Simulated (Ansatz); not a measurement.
# Property card for Os

Os:
```cif
data_Os
_chemical_formula_sum 'Os1'
_space_group_name_H-M_alt 'P 1'
_space_group_IT_number 1
_cell_length_a 2.65169
_cell_length_b 2.65169
_cell_length_c 2.65169
_cell_angle_alpha 109.471
_cell_angle_beta 109.471
_cell_angle_gamma 109.471
loop_
_space_group_symop_operation_xyz
  'x, y, z'
loop_
_atom_site_label
_atom_site_type_symbol
_atom_site_fract_x
_atom_site_fract_y
_atom_site_fract_z
_atom_site_occupancy
Os1 Os 0.00000 0.00000 0.00000 1
```

Space group Im-3m (No. 229), bcc (W type); conventional cell a = b = c = 3.0619 Å, α = β = γ = 90.00°.

Method: PBEsol (plane waves, PAW; program Ansatz). The cell and atoms are relaxed at this level. Other levels are named where they apply.

### Cell and energy

| Quantity | Value |
|---|---|
| Volume per atom | 14.35 Å³ |
| Density | 22.01 g/cm³ |

### Electronic structure

| Item | Value |
|---|---|
| Electronic character | metallic (no gap) |
| Density of states at the Fermi level | 1.3 states/eV per atom (mean over ±0.08 eV) |
| Gap with spin–orbit coupling | none (metallic) |

### Mechanics

| Item | Result |
|---|---|
| Bulk modulus (Birch–Murnaghan fit) | 383 GPa |
| Pressure derivative B′ | 4.7 |
| Elastic constants (relaxed ions, GPa) | C11 = 15.8, C12 = 568, C44 = 259 |
| Mechanical stability | unstable (C has a negative eigenvalue) |

The start of the workflow was typed in or built on a structure type; neither database checked (COD, Materials Project) lists it. It is not the phase usual at ambient conditions (space group No. 194). The cell was relaxed with PBEsol under the symmetry of its start. The run is not spin-polarised. As this level gives no gap, shear constants depend on the k-mesh and smearing (Fermi–Dirac, 0.1 eV here). Spin–orbit coupling is left out wherever it is not named.

Potentials: the later of the program's two PAW sets.
